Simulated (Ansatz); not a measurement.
Crystals of one structure type (rock salt) and one family of elements, relaxed and computed with DFT-LDA in the program Ansatz with PAW potentials.

| crystal | K_Hill (GPa) | G_Hill (GPa) |
|---|---|---|
| KBr | 20.3 | 9.7 |
| NaI | 20.8 | 10.8 |
| KCl | 24.3 | 11.8 |
| NaCl | 32.1 | 17.8 |
| LiCl | 40.9 | ? |
| KF | 43.7 | 21.1 |
| LiF | 86.9 | 62.2 |

Problem. Fit a straight line to ln G against ln K and predict the withheld value.

Solution. Least squares on the 6 shown rows: ln G = 1.22 × ln K + (-1.396), with a scatter of 8 %. For LiCl this gives 22.9. The run itself gave 27.5, outside the scatter: the line misses something about this case.

All cells were relaxed under the symmetry of their starts (and spin orders); stability against distortions was not tested throughout. Spin–orbit coupling is left out wherever it is not named.

Potentials: the later of the program's two PAW sets.
